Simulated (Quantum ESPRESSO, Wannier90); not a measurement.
AlP (zinc blende): Wannier90 run

```
AlP
1.0
    0.00000     2.73649     2.73649
    2.73649     0.00000     2.73649
    2.73649     2.73649     0.00000
Al P
1 1
Direct
  0.00000   0.00000   0.00000
  0.25000   0.25000   0.25000
```

Structure: Materials Project mp-1550, symmetrised, not relaxed again. COD (Crystallography Open Database) has an entry of this formula and space group (matched by these alone). Computed values, not measurements, from PBEsol: Quantum ESPRESSO (norm-conserving PseudoDojo potentials, cutoff 36 Ry, no spin polarisation, no spin-orbit coupling) on a Γ-centred 10×10×10 mesh, then Wannier90. Density: 10×10×10 mesh, cold smearing 0.01 Ry.

Base run: 8 functions from bands 1-15 of the 15 computed, start hydrogen-like Al: s;p; P: s;p, frozen window up to 2.95 eV relative to the valence-band maximum, outer window open. One setting was then changed (edges relative to the valence-band maximum; misfit to pw.x on a path, for states up to 2.4 eV relative to the valence-band maximum).

```
run      Ω_I (Å²)  rms misfit (meV)  worst (meV)
-------  --------  ----------------  -----------
base        11.44                11           86
changed     16.63               4.3           18
```

Problem. Which change was made?
A. frozen window to 3.95 eV
B. no frozen window
C. frozen window to 4.95 eV

Solution. C, frozen window to 4.95 eV. The others give:

| run | Ω_I (Å²) | rms misfit (meV) | worst (meV) |
|---|---|---|---|
| frozen window to 3.95 eV | 13.53 | 4.9 | 39 |
| no frozen window | 9.30 | 728 | 3073 |
